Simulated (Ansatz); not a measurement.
All numbers below come from DFT PBE, scalar-relativistic, plane waves, PAW (Ansatz 0.2.0). All cells share a 420 eV cutoff and Γ-centred k meshes spaced at most about 0.3 Å⁻¹ (2π included). No spin polarisation in the final relaxations.

All energies are static (0 K, no zero-point motion).

Two relaxed structures of Sn3GeO4:

A.

```xyz
8
Lattice="-2.6912 2.6912 4.9795 2.6912 -2.6912 4.9795 2.6912 2.6912 -4.9795" Properties=species:S:1:pos:R:3 pbc="T T T"
Sn    0.0000    0.0000    6.2596
Sn    2.6912    0.0000    3.6472
Sn    0.0000    2.6912    3.6472
Ge    0.0000    0.0000    1.4903
O     1.3713    1.3713   -2.5162
O     1.3199    1.3199    2.4632
O     1.3199   -1.3199    2.4632
O    -1.3199    1.3199    2.4632
```

B.

```xyz
8
Lattice="3.9665 -3.7131 0.0000 3.9665 3.7131 0.0000 -3.9074 0.0000 5.1140" Properties=species:S:1:pos:R:3 pbc="T T T"
Sn    3.9772    0.0000    1.3254
Sn    2.0087    1.8292    3.7189
Sn    2.0087   -1.8292    3.7189
Ge   -0.2807    0.0000    1.4776
O     0.0641   -1.5792    2.5548
O     0.0641    1.5792    2.5548
O     2.3959    0.0000    2.7001
O     5.8688    0.0000    2.4067
```

Question: Which would you expect to be lower, and how large is the difference?

Answer: B is lower, by 9 meV/atom. A has space group I4mm (No. 107), 18.0 Å³/atom and a gap of 0.74 eV on its mesh; B has space group Cm (No. 8), 18.8 Å³/atom and a gap of 0.52 eV. Counting O atoms around Ge and Sn (those within 1.25 times the shortest such distance or 1.15 times the sum of covalent radii, 1.27 where that leaves under three; a plus sign parts nearer from farther groups; a slash parts the counts of unlike sites), A has Sn 4, Ge 4 and B has Sn 2+2/4, Ge 3. In A, around Sn on a site of symmetry 4mm lie 4 O at 2.27 Å; Ge is surrounded by 4 O at 2.10 Å; O has 1 Ge at 2.10 Å, 3 Sn at 2.24–2.27 Å and 4 O at 2.64–2.74 Å; 1 more site not described. In B, around Sn on a site of symmetry m lie 2 O at 2.10–2.18 Å and 2 O at 2.46 Å; Ge is surrounded by 3 O at 1.94–2.01 Å; O on a site of symmetry 1 is surrounded by 1 Ge at 1.94 Å and 3 Sn at 2.28–2.46 Å; 3 more sites not described. Both come from invented guesses.

No dispersion correction is applied, so the spacing and binding between layers, chains or molecules are poorly described (I4mm, Cm), and this can change margins and order among such cells. Kohn–Sham gaps at this level usually fall short of measured ones. Cells relaxed within their symmetry can be saddle points. The Cm cell of Sn3GeO4 came from shaking the I4mm one.
